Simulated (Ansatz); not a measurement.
WC:
```
CELL_PARAMETERS angstrom
      4.18514     0.00000     0.00000
      0.00000     4.18514     0.00000
      0.00000     0.00000     4.18514
ATOMIC_POSITIONS crystal
  W  0.00000 0.50000 0.50000
  W  0.50000 0.00000 0.50000
  W  0.50000 0.50000 0.00000
  C  0.50000 0.00000 0.00000
  C  0.00000 0.50000 0.00000
  C  0.00000 0.00000 0.50000
```

Relaxed with PBEsol. Special points in fractions of this cell's reciprocal vectors: Γ (0.000, 0.000, 0.000); X (0.000, 0.500, 0.000); M (0.500, 0.500, 0.000); R (0.500, 0.500, 0.500).

Task: List the band energies nearest the Fermi level at these points for DFT-PBEsol in the program Ansatz with PAW potentials.

Result: In eV from the Fermi level; about four levels below and three above (degenerate sets whole), none deeper than 8.9 eV; points with the same levels are listed once.

```csv
k,below,above
Γ,-2.83 -2.83 -2.83 -0.07 -0.07 -0.07,0.78 0.78 0.78
X,-1.20 -1.20 -0.82 -0.18,0.37 0.37 0.67
M,-2.15 -2.05 -0.83 -0.83,1.63 1.89 1.90
R,-1.42 -1.42 -1.42 -0.38 -0.38,0.40 3.42 3.42 3.42
```

Space group Pm-3m. The start of the workflow was typed in or built on a structure type; neither database checked (COD, Materials Project) lists it. It is not the phase usual at ambient conditions (space group No. 187). The PBEsol relaxation kept the symmetry of its start; its stability against distortions is not shown here. The run is not spin-polarised. Its formation energy is positive at this level, so the cell may be metastable or incomplete. Spin–orbit coupling is left out wherever it is not named.

Potentials: the earlier of the program's two PAW sets. The files were generated under PBE; for other functionals the program regenerates the frozen cores, and for LDA and PBEsol the local potential too.
